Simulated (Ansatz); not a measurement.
RbCl:
```yaml
crystal:
  lattice:
    - [0.00000, 3.34952, 3.34952]
    - [3.34952, 0.00000, 3.34952]
    - [3.34952, 3.34952, 0.00000]
  atoms:
    - { symbol: Rb, position: [0.00000, 0.00000, 0.00000] }
    - { symbol: Cl, position: [0.50000, 0.50000, 0.50000] }
```

Relaxed with PBE.

Problem. Map the electron localisation function on the plane through (0.000, 0.000, 0.000) spanned by u = [1, 0, 0] and v = [0, 1, -1] in lattice vectors, from PBE (plane waves, PAW; program Ansatz).

Solution. x is the fraction of u, y of v (the angle between them is 90°; rows are the nearest grid lines); atoms in the plane: Rb at (0.00, 0.00), Cl at (0.50, 0.50).
```
y \ x   0.000  0.0833  0.167  0.292  0.375  0.458  0.542  0.625  0.708  0.833  0.917   1.00
------  -----  ------  -----  -----  -----  -----  -----  -----  -----  -----  -----  -----
1.00    0.009   0.515  0.879  0.371  0.017  0.006  0.006  0.017  0.371  0.879  0.515  0.009
0.917   0.523   0.790  0.873  0.181  0.016  0.039  0.039  0.016  0.181  0.873  0.790  0.523
0.833   0.879   0.873  0.720  0.036  0.112  0.424  0.424  0.112  0.036  0.720  0.873  0.879
0.750   0.708   0.554  0.109  0.150  0.648  0.780  0.780  0.648  0.150  0.109  0.554  0.708
0.708   0.370   0.180  0.036  0.436  0.790  0.848  0.848  0.790  0.436  0.036  0.180  0.370
0.625   0.017   0.016  0.112  0.790  0.873  0.851  0.851  0.873  0.790  0.112  0.016  0.017
0.542   0.006   0.039  0.424  0.848  0.851  0.495  0.495  0.851  0.848  0.424  0.039  0.006
0.458   0.006   0.039  0.424  0.848  0.851  0.495  0.495  0.851  0.848  0.424  0.039  0.006
0.375   0.017   0.016  0.112  0.790  0.873  0.851  0.851  0.873  0.790  0.112  0.016  0.017
0.292   0.370   0.180  0.036  0.436  0.790  0.848  0.848  0.790  0.436  0.036  0.180  0.370
0.250   0.708   0.554  0.109  0.150  0.648  0.780  0.780  0.648  0.150  0.109  0.554  0.708
0.167   0.879   0.873  0.720  0.036  0.112  0.424  0.424  0.112  0.036  0.720  0.873  0.879
0.0833  0.523   0.790  0.873  0.181  0.016  0.039  0.039  0.016  0.181  0.873  0.790  0.523
0.000   0.009   0.515  0.879  0.371  0.017  0.006  0.006  0.017  0.371  0.879  0.515  0.009
```

The density is the valence pseudo-density with augmentation charge, so density and ELF within about 1 Å of a nucleus are not all-electron values.

Space group Fm-3m (rock salt). Symmetry was held in the PBE relaxation; phonons on a q-mesh show no instability.

Potentials: the later of the program's two PAW sets.
